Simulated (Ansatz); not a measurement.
CsPbCl3 (cubic perovskite)

```
CsPbCl3
1.0
    5.67350     0.00000     0.00000
    0.00000     5.67350     0.00000
    0.00000     0.00000     5.67350
Cs Pb Cl
1 1 3
Direct
  0.00000   0.00000   0.00000
  0.50000   0.50000   0.50000
  0.00000   0.50000   0.50000
  0.50000   0.50000   0.00000
  0.50000   0.00000   0.50000
```

In this cell atom 1 (Cs, nearest neighbour Cl at 4.012 Å; its periodic images, 5.7 Å or more away, move with it) is moved by u·(1.000, 0.000, 0.000) + v·(0.000, 0.000, 1.000); the rest is frozen.

Computed with r2SCAN (plane waves to 500 eV, PAW, scalar-relativistic; Ansatz, a program for electronic structure). k mesh 5×5×5 (Γ-centred), Fermi-Dirac smearing 0.05 eV. Energies are smeared free energies. CsPbCl3 was relaxed with its symmetry unable to fall. Spin-orbit coupling is left out, though Pb is heavy. This is a high-temperature form of CsPbCl3. The zero of ΔE is the undisplaced structure. Axes are in Å.

**Question.** Predict the ΔE (meV/cell) at all points of the grid u = -0.600, -0.400, -0.200, 0.000, 0.200, 0.400, 0.600 by v = -0.600, -0.400, -0.200, 0.000, 0.200, 0.400, 0.600.

**Answer.** ΔE (meV/cell), with u across and v down:

```tsv
v \ u	-0.600	-0.400	-0.200	0.000	0.200	0.400	0.600
-0.600	169.0	92.5	54.5	43.2	54.5	92.5	169.0
-0.400	92.5	44.7	21.9	15.4	21.9	44.7	92.5
-0.200	54.5	21.9	7.3	3.2	7.3	21.9	54.5
0.000	43.2	15.4	3.2	0.0	3.2	15.4	43.2
0.200	54.5	21.9	7.3	3.2	7.3	21.9	54.5
0.400	92.5	44.7	21.9	15.4	21.9	44.7	92.5
0.600	169.0	92.5	54.5	43.2	54.5	92.5	169.0
```

(For displaced atoms, the force is minus the slope of the energy, and its curvature is a force constant, which sets phonon frequencies.)
